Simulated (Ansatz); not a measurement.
## NMR crystallography of AlN with arsenic replacing N: given against relaxed positions

Start: a supercell of AlN (wurtzite type, P6_3mc) built from an entry of the Crystallography Open Database (COD) (the entry's cell lengths or inner coordinates differ somewhat from later room-temperature determinations), with all atoms left at the host's positions.

```yaml
crystal:
  lattice:
    - [9.33900, 0.00000, 0.00000]
    - [-3.11300, 5.39187, 0.00000]
    - [0.00000, 0.00000, 9.96200]
  atoms:
    - { symbol: Al, position: [0.11111, 0.33333, 0.00000] }
    - { symbol: Al, position: [0.11111, 0.33333, 0.50000] }
    - { symbol: Al, position: [0.11111, 0.83333, 0.00000] }
    - { symbol: Al, position: [0.11111, 0.83333, 0.50000] }
    - { symbol: Al, position: [0.44444, 0.33333, 0.00000] }
    - { symbol: Al, position: [0.44444, 0.33333, 0.50000] }
    - { symbol: Al, position: [0.44444, 0.83333, 0.00000] }
    - { symbol: Al, position: [0.44444, 0.83333, 0.50000] }
    - { symbol: Al, position: [0.77778, 0.33333, 0.00000] }
    - { symbol: Al, position: [0.77778, 0.33333, 0.50000] }
    - { symbol: Al, position: [0.77778, 0.83333, 0.00000] }
    - { symbol: Al, position: [0.77778, 0.83333, 0.50000] }
    - { symbol: Al, position: [0.22222, 0.16667, 0.25000] }
    - { symbol: Al, position: [0.22222, 0.16667, 0.75000] }
    - { symbol: Al, position: [0.22222, 0.66667, 0.25000] }
    - { symbol: Al, position: [0.22222, 0.66667, 0.75000] }
    - { symbol: Al, position: [0.55556, 0.16667, 0.25000] }
    - { symbol: Al, position: [0.55556, 0.16667, 0.75000] }
    - { symbol: Al, position: [0.55556, 0.66667, 0.25000] }
    - { symbol: Al, position: [0.55556, 0.66667, 0.75000] }
    - { symbol: Al, position: [0.88889, 0.16667, 0.25000] }
    - { symbol: Al, position: [0.88889, 0.16667, 0.75000] }
    - { symbol: Al, position: [0.88889, 0.66667, 0.25000] }
    - { symbol: Al, position: [0.88889, 0.66667, 0.75000] }
    - { symbol: As, position: [0.11111, 0.33333, 0.19000] }
    - { symbol: N, position: [0.11111, 0.33333, 0.69000] }
    - { symbol: N, position: [0.11111, 0.83333, 0.19000] }
    - { symbol: N, position: [0.11111, 0.83333, 0.69000] }
    - { symbol: N, position: [0.44444, 0.33333, 0.19000] }
    - { symbol: N, position: [0.44444, 0.33333, 0.69000] }
    - { symbol: N, position: [0.44444, 0.83333, 0.19000] }
    - { symbol: N, position: [0.44444, 0.83333, 0.69000] }
    - { symbol: N, position: [0.77778, 0.33333, 0.19000] }
    - { symbol: N, position: [0.77778, 0.33333, 0.69000] }
    - { symbol: N, position: [0.77778, 0.83333, 0.19000] }
    - { symbol: N, position: [0.77778, 0.83333, 0.69000] }
    - { symbol: N, position: [0.22222, 0.16667, 0.44000] }
    - { symbol: N, position: [0.22222, 0.16667, 0.94000] }
    - { symbol: N, position: [0.22222, 0.66667, 0.44000] }
    - { symbol: N, position: [0.22222, 0.66667, 0.94000] }
    - { symbol: N, position: [0.55556, 0.16667, 0.44000] }
    - { symbol: N, position: [0.55556, 0.16667, 0.94000] }
    - { symbol: N, position: [0.55556, 0.66667, 0.44000] }
    - { symbol: N, position: [0.55556, 0.66667, 0.94000] }
    - { symbol: N, position: [0.88889, 0.16667, 0.44000] }
    - { symbol: N, position: [0.88889, 0.16667, 0.94000] }
    - { symbol: N, position: [0.88889, 0.66667, 0.44000] }
    - { symbol: N, position: [0.88889, 0.66667, 0.94000] }
```

Sites (sets of like atoms) are named by element and the number of their first atom in this list.

Computed with Ansatz: DFT, PBE, plane waves and PAW, scalar-relativistic, 420 eV cutoff, Γ-centred 3×4×2 k-points, Fermi–Dirac smearing 0.01 eV.

The largest force at the start is 12 eV/Å. Relaxing the ions at fixed cell moves them by 0.452 Å at most (atom 1, Al) and 0.116 Å rms.

```json
{"site": "Al1", "atom": "1", "moved (Å)": "0.452", "first shell before": "1 As at 1.89 Å, 3 N at 1.89 Å", "first shell after": "3 N at 1.87–1.88 Å, 1 As at 2.26 Å; also 1 N at 2.62 Å", "V_zz before (10²¹ V/m²)": "-3.43", "η before": "0.00"}
{"site": "Al3", "atom": "3", "moved (Å)": "0.033", "first shell before": "4 N at 1.89 Å", "first shell after": "4 N at 1.89–1.92 Å", "V_zz before (10²¹ V/m²)": "0.26", "η before": "0.02"}
{"site": "Al13", "atom": "13", "moved (Å)": "0.250", "first shell before": "3 N at 1.89 Å, 1 As at 1.89 Å", "first shell after": "3 N at 1.84–1.88 Å, 1 As at 2.20 Å", "V_zz before (10²¹ V/m²)": "-3.68", "η before": "0.10"}
{"site": "Al15", "atom": "15", "moved (Å)": "0.266", "first shell before": "3 N at 1.89 Å, 1 As at 1.89 Å", "first shell after": "3 N at 1.85–1.88 Å, 1 As at 2.20 Å", "V_zz before (10²¹ V/m²)": "-3.68", "η before": "0.10"}
{"site": "Al17", "atom": "17", "moved (Å)": "0.049", "first shell before": "4 N at 1.89 Å", "first shell after": "4 N at 1.83–1.90 Å", "V_zz before (10²¹ V/m²)": "0.25", "η before": "0.27"}
{"site": "Al20", "atom": "20", "moved (Å)": "0.032", "first shell before": "4 N at 1.89 Å", "first shell after": "4 N at 1.88–1.89 Å", "V_zz before (10²¹ V/m²)": "0.26", "η before": "0.01"}
{"site": "Al21", "atom": "21", "moved (Å)": "0.340", "first shell before": "3 N at 1.89 Å, 1 As at 1.89 Å", "first shell after": "3 N at 1.87–1.89 Å, 1 As at 2.21 Å", "V_zz before (10²¹ V/m²)": "-3.69", "η before": "0.10"}
{"site": "As", "atom": "25", "moved (Å)": "0.098", "first shell before": "4 Al at 1.89 Å", "first shell after": "4 Al at 2.20–2.26 Å", "V_zz before (10²¹ V/m²)": "0.52", "η before": "0.33"}
{"site": "N27", "atom": "27", "moved (Å)": "0.040", "first shell before": "4 Al at 1.89 Å", "first shell after": "4 Al at 1.84–1.92 Å", "V_zz before (10²¹ V/m²)": "-0.36", "η before": "0.18"}
{"site": "N29", "atom": "29", "moved (Å)": "0.044", "first shell before": "4 Al at 1.89 Å", "first shell after": "4 Al at 1.84–1.91 Å", "V_zz before (10²¹ V/m²)": "-0.18", "η before": "0.25"}
{"site": "N31", "atom": "31", "moved (Å)": "0.086", "first shell before": "4 Al at 1.89 Å", "first shell after": "4 Al at 1.86–1.92 Å", "V_zz before (10²¹ V/m²)": "-0.17", "η before": "0.37"}
{"site": "N35", "atom": "35", "moved (Å)": "0.095", "first shell before": "4 Al at 1.89 Å", "first shell after": "4 Al at 1.86–1.91 Å", "V_zz before (10²¹ V/m²)": "-0.17", "η before": "0.37"}
{"site": "N33", "atom": "33", "moved (Å)": "0.047", "first shell before": "4 Al at 1.89 Å", "first shell after": "4 Al at 1.83–1.90 Å", "V_zz before (10²¹ V/m²)": "-0.19", "η before": "0.31"}
{"site": "N38", "atom": "38", "moved (Å)": "0.125", "first shell before": "4 Al at 1.89 Å", "first shell after": "4 Al at 1.87–1.89 Å", "V_zz before (10²¹ V/m²)": "-0.25", "η before": "0.42"}
{"site": "N40", "atom": "40", "moved (Å)": "0.124", "first shell before": "4 Al at 1.89 Å", "first shell after": "4 Al at 1.87–1.89 Å", "V_zz before (10²¹ V/m²)": "-0.25", "η before": "0.42"}
{"site": "N46", "atom": "46", "moved (Å)": "0.131", "first shell before": "4 Al at 1.89 Å", "first shell after": "4 Al at 1.87–1.89 Å", "V_zz before (10²¹ V/m²)": "-0.25", "η before": "0.44"}
```

Problem. What are V_zz and η after the relaxation?

Solution. 

| site | atom | V_zz after | η after | change of V_zz |
| --- | --- | --- | --- | --- |
| Al1 | 1 | 2.61 | 0.03 | +6.04 |
| Al3 | 3 | 0.55 | 0.70 | +0.29 |
| Al13 | 13 | -0.61 | 0.70 | – |
| Al15 | 15 | -0.65 | 0.54 | – |
| Al17 | 17 | 1.33 | 0.44 | +1.08 |
| Al20 | 20 | 0.23 | 0.59 | -0.03 |
| Al21 | 21 | 1.15 | 0.88 | +4.84 |
| As | 25 | -4.37 | 0.98 | – |
| N27 | 27 | -3.00 | 0.42 | -2.64 |
| N29 | 29 | -1.44 | 0.58 | -1.26 |
| N31 | 31 | -1.14 | 0.52 | -0.97 |
| N35 | 35 | -1.44 | 0.49 | -1.27 |
| N33 | 33 | -1.82 | 0.43 | -1.63 |
| N38 | 38 | -1.60 | 0.62 | -1.35 |
| N40 | 40 | -1.61 | 0.63 | -1.36 |
| N46 | 46 | -1.62 | 0.56 | -1.37 |

The largest change of V_zz along a kept axis is on Al1, from -3.43 to 2.61. Small gradients that grow severalfold: N27 (-0.36 to -3.00), Al17 (0.25 to 1.33), N40 (-0.25 to -1.61), N38 (-0.25 to -1.60) and 9 more sites. Where |V_zz| stays above 0.1 and the axes keep their order, η moves most on Al3, from 0.02 to 0.70. On Al21, N27, Al17, N40, N38, N46, N33, N29 and 7 more sites (not all in the table) V_xx and V_yy change places (or their axes turn by over 50°), so the two values of η hide a larger change. V_zz changes sign on Al21 (same axis), Al1 (same axis), N26 (same axis) (not all in the table). On Al15, Al13, As, Al24, Al4, Al18, Al10, Al12 and 9 more sites (not all in the table) the largest principal value lies along another axis in the second run, so the two V_zz can't be compared directly. The table leaves out 32 of the 48 sites, with |V_zz| up to 1.62; their tensors move by 1.34 at most along any direction. The statements above cover all sites. The host's own positions weren't relaxed first, so part of the change far from the defect can be the host's relaxation.

The defect repeats with the cell of 48 atoms, so it feels its images: sites between two images don't show the values beside a lone defect, and zeros or small values of η there can come from the images' arrangement. Al and N carry a gradient in the pure host already, so the values there aren't the defect's effect alone.
Before: The cell keeps the host's lattice, where the PBE pressure is 15 GPa. The neighbours have not yet relaxed around the defect (largest force 12 eV/Å), so the values at and beside it are those of a strained start, not of the defect in a real crystal.
After: The cell keeps the host's lattice, where the PBE pressure is 11 GPa.
